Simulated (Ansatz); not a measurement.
TeO2:
```
TeO2
1.0
    4.29518     0.00000     0.00000
    0.00000     4.94037     0.00000
    0.00000     0.00000     8.56497
Te O
4 8
Direct
  0.36278   0.02828   0.60159
  0.13722   0.97172   0.10159
  0.86278   0.47172   0.39841
  0.63722   0.52828   0.89841
  0.77801   0.14046   0.54006
  0.72199   0.85954   0.04006
  0.27801   0.35954   0.45994
  0.22199   0.64046   0.95994
  0.18055   0.77099   0.28528
  0.31945   0.22901   0.78528
  0.68055   0.72901   0.71472
  0.81945   0.27099   0.21472
```

The program Ansatz at the PBEsol level (PAW) gives a gap of 2.92 eV without spin–orbit coupling, maximum on the Γ–X line, 46 % of the way from Γ, minimum off the standard path, at k = (0.367, 0.292, 0.000).

Task: What happens when spin–orbit coupling is switched on?

Result: The gap shrinks by 0.13 eV, to 2.79 eV; maximum on the Γ–X line, 44 % of the way from Γ, minimum off the standard path, at k = (0.362, 0.297, 0.000).

Space group P2_12_12_1. The workflow started from a Materials Project entry (that database holds measured and hypothetical structures alike); the Crystallography Open Database files this formula in space group No. 19, but the cells were not matched. Its standing as an ambient phase is unchecked. Symmetry was held in the PBEsol relaxation; whether a distortion lowers the energy is not shown.

Potentials: the earlier of the program's two PAW sets.
